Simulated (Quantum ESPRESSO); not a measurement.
## Moving the functional in HPbNO4

```
H Pb N O
1.0
     3.85404    0.14384    0.09012
    -0.25320    5.52698    0.16471
    -0.48197   -1.92720    5.72025
H Pb N O
1 1 1 4
Direct
  0.10913 0.65718 0.54463
  0.61029 0.52127 0.15100
  0.91580 0.96263 0.95867
  0.01384 0.13639 0.88084
  0.72398 0.01057 0.12858
  0.00389 0.73732 0.87043
  0.11927 0.59324 0.37651
```

The cell comes from a database or a generator and needn't be the stable form of this composition.

Kept alike: task band structure; k mesh 4 × 3 × 3; occupations fermi-dirac, width 0.05 eV; no spin polarisation. Program: Quantum ESPRESSO, SG15 PBE 1.2, cutoff 1197 eV. The mesh is that of the run's cell of 7 atoms. No spin-orbit coupling.

| functional | band gap (eV) | pressure (GPa) |
| --- | --- | --- |
| AM05 | 3.134 | -0.83 |
| BLYP | 3.087 | 2.14 |
| RPBE | 3.107 | 1.64 |
| r2SCAN | 3.618 | -2.59 |

Pressure is positive in compression; the values hold the error of the finite cutoff, so their zero can differ a little from the energy's minimum. Spin-orbit coupling, left out here, moves the band edges of heavy atoms and can close or invert small gaps. Gaps are the smaller of the mesh's and the band path's. All rows use potentials made for PBE.

The band gap runs from 3.087 (BLYP) to 3.618 eV (r2SCAN). The pressure runs from -2.59 (r2SCAN) to 2.14 GPa (BLYP). A positive pressure means that the functional's own cell is larger than the one given, a negative one that it is smaller.
